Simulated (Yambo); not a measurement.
# Optical response of Cu

```
Cu
1.0
    2.53410     0.00000     0.00000
   -1.26705     2.19459     0.00000
    0.00000     0.00000     4.11257
Cu
2
Direct
  0.33333   0.66667   0.25000
  0.66667   0.33333   0.75000
```

Yambo, RPA with local fields on PBEsol bands; 18×18×10 mesh, 45 bands, 4 Ry local-field block, 0.25 eV broadening; field along z.

```tsv
E (eV)	Im ε	Im ε, independent particles
0.6	0.55	0.56
1.0	1.44	1.45
1.4	4.48	4.52
1.8	6.40	6.46
2.1	8.40	8.47
2.5	7.57	7.60
2.9	6.25	6.27
3.2	6.01	6.01
3.6	5.41	5.41
4.0	4.94	4.94
4.4	4.69	4.69
4.8	5.71	5.71
5.1	6.35	6.35
5.5	5.45	5.45
5.9	4.00	3.99
6.2	3.44	3.43
6.6	3.42	3.40
7.0	3.34	3.32
7.4	3.23	3.18
7.8	3.12	3.08
8.1	2.88	2.85
8.5	2.72	2.70
8.9	2.69	2.66
9.2	2.50	2.47
9.6	2.42	2.39
10.0	2.37	2.36
10.4	2.40	2.40
10.8	2.22	2.22
11.1	2.12	2.13
11.5	2.06	2.06
11.9	2.03	2.02
12.2	2.00	1.98
12.6	1.79	1.79
13.0	1.70	1.70
13.4	1.65	1.65
13.8	1.55	1.58
14.1	1.58	1.60
14.5	1.57	1.60
14.9	1.52	1.56
15.2	1.36	1.40
15.6	1.32	1.37
16.0	1.34	1.40
16.4	1.37	1.42
16.8	1.26	1.31
17.1	1.27	1.31
17.5	1.22	1.26
17.9	1.13	1.18
18.2	1.11	1.15
18.6	1.07	1.11
19.0	1.06	1.09
19.4	1.05	1.09
19.8	0.99	1.04
```

Only interband transitions are included: the Drude term is missing, so nothing below about 0.6 eV and no real part is shown. Structure narrower than a few tenths of an eV can come from the finite k mesh.

Geometry of the Materials Project entry, not relaxed at this level.

This is not the ordinary phase of the substance; no match was found in the copy of COD used, and its stability was not checked.
